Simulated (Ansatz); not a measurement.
Given:

Mo2N:
```
CELL_PARAMETERS angstrom
      1.42965     0.82541     4.89638
     -1.42965     0.82541     4.89638
      0.00000    -1.65082     4.89638
ATOMIC_POSITIONS crystal
  Mo 0.24327 0.24327 0.24327
  Mo 0.75673 0.75673 0.75673
  N  0.00000 0.00000 0.00000
```

This is the LDA-relaxed structure.

Problem. All from DFT-LDA in the program Ansatz with PAW potentials, unless another level is named. Give the electronic character.

Solution. metallic (no gap).

Problem. Predict the formation energy from the elements (no fitted shifts).

Solution. -47 kJ/mol-atom.

Problem. What about the density of states at the Fermi level?

Solution. 0.55 states/eV per atom (mean over ±0.08 eV).

Space group R-3m. The first step of the workflow began from a Materials Project structure, measured or hypothetical; the Crystallography Open Database copy checked does not list it. COD files the formula under space group No. 141, so this cell is another polymorph or a model. Its standing as an ambient phase is unchecked. The LDA relaxation kept the symmetry of its start; of distortions, only those at the zone centre were tested. The run is not spin-polarised. With an odd number of electrons in the cell and no spin polarisation, the count alone makes it a metal. The references are the lowest solids computed at this level, not always the standard phases (solids in place of the gases). Spin–orbit coupling is left out wherever it is not named.

Potentials: the earlier of the program's two PAW sets.
